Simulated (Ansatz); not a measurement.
Compressing SiC: a fit and a missing row

SiC, P6_3mc, a = 3.079 Å, c = 15.108 Å. The compound has several low-lying forms, and this is one of them. Ansatz: r2SCAN, PAW, 500 eV, Γ-centred 12×12×2 mesh on 12 atoms, Gaussian smearing 0.02 eV; no spin polarisation. Shape and atoms are relaxed at each volume; pressure is positive in compression.

```tsv
V (Å³/atom)	P (GPa)
9.093	37.10
9.403	25.68
9.713	?
10.023	7.32
10.333	-0.03
10.643	-6.37
10.953	-11.85
11.367	-18.00
```

Q: Take V0 = 10.333 Å³/atom, count pressures from its P0 = -0.03 GPa, fit the third-order Birch–Murnaghan form to the other rows, and predict the missing pressure.

A: With the Eulerian strain f = ½[(V0/V)^(2/3) − 1] and y = (P − P0)/[3f(1 + 2f)^(5/2)], the form is the line y = B0 + 1.5 B0 (B0′ − 4) f. Rows (f, y): 0.04448, 224.9; 0.03245, 225.7; 0.01026, 227.0; -0.00976, 227.5; -0.01905, 227.9; -0.03080, 228.0. Means f = 0.004597, y = 226.83; Σ(Δf)² = 0.004417, ΣΔfΔy = -0.1838; the slope is their ratio. y = 227.0 − 41.62 f GPa, so B0 = 227.0 GPa and B0′ = 4 + 2 × (-41.62)/(3 × 227.0) = 3.88. At V = 9.713, f = 0.02106, y = 226.12 and P = 15.81 GPa. The run gave 15.83 GPa, so the fit is 0.02 GPa too low, within the rms miss on the fitted rows (0.02 GPa).

Cost: 8 runs of about 20 core-minutes in all, on Oxide Virtual Turin-like Processor (Zen 5) (shared hosts).